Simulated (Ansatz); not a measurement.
Consider the following.

B2Ir:
```cif
data_B2Ir
_chemical_formula_sum 'Ir1 B2'
_space_group_name_H-M_alt 'P 1'
_space_group_IT_number 1
_cell_length_a 3.93723
_cell_length_b 3.93723
_cell_length_c 3.93723
_cell_angle_alpha 138.573
_cell_angle_beta 138.573
_cell_angle_gamma 60.026
loop_
_space_group_symop_operation_xyz
  'x, y, z'
loop_
_atom_site_label
_atom_site_type_symbol
_atom_site_fract_x
_atom_site_fract_y
_atom_site_fract_z
_atom_site_occupancy
Ir1 Ir 0.00000 0.00000 0.00000 1
B1 B 0.31975 0.31975 0.00000 1
B2 B 0.68025 0.68025 0.00000 1
```

This is the PBEsol-relaxed structure.

All from the program Ansatz at the PBEsol level (PAW), unless another level is named. Estimate the highest zone-centre frequency.

591 cm⁻¹.

And the bulk modulus (Birch–Murnaghan fit)?

322 GPa.

Space group I4/mmm (MoSi2 or CaC2 type). The cell is a constructed one: a structure type filled with these elements; neither database checked (COD, Materials Project) lists it. Whether it is the stable phase at ambient conditions was not checked. The cell was relaxed with PBEsol under the symmetry of its start; whether a distortion lowers the energy is not shown. The run is not spin-polarised. As this level gives no gap, phonon frequencies hold no LO–TO term and depend on the k-mesh and smearing (Fermi–Dirac, 0.1 eV here). Spin–orbit coupling is left out wherever it is not named.

Potentials: the earlier of the program's two PAW sets. The files were generated under PBE; for other functionals the program regenerates the frozen cores, and for LDA and PBEsol the local potential too.
